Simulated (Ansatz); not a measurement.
NaWF2 (P6/mmm)

These are results of Ansatz, DFT PBE, scalar-relativistic, plane waves, PAW, not measurements.

Settings: cutoff 420 eV, Γ-centred mesh 15×15×8 on the computed 4-atom cell, Gaussian smearing of 0.10 eV; no spin polarisation.

The structure is relaxed at this level of theory with its symmetry kept, and needn't be the ground state of this composition.

```
CELL_PARAMETERS angstrom
3.80255 0.00000 0.00000
-1.90127 3.29310 0.00000
0.00000 0.00000 6.24052
ATOMIC_POSITIONS crystal
Na 0.00000 0.00000 0.50000
W 0.00000 0.00000 0.00000
F 0.33333 0.66667 0.00000
F 0.66667 0.33333 0.00000
```

Problem. Formation energy from the elements' standard states (uncorrected)?

Solution. -0.280 eV/atom.

Problem. Kohn–Sham band gap?

Solution. none (metal).

Problem. Density of states at the Fermi level?

Solution. 5.9 states/eV per cell.

Problem. Orbital (Löwdin) character within 0.5 eV of the Fermi level?

Solution. W 5d 87 %.

Problem. Bader charge by site (e)?

Solution. Na (1 in the cell) 0.55, W (1 in the cell) 0.91, F (2 in the cell) -0.73.

Spin-orbit coupling is left out, which matters for the bands of heavy elements. Spin polarisation was left out, and a magnetic state may lie lower.

The cell was found from a structure generator's guess, not taken from experiment. Löwdin shares on free-atom orbitals overweight diffuse shells.
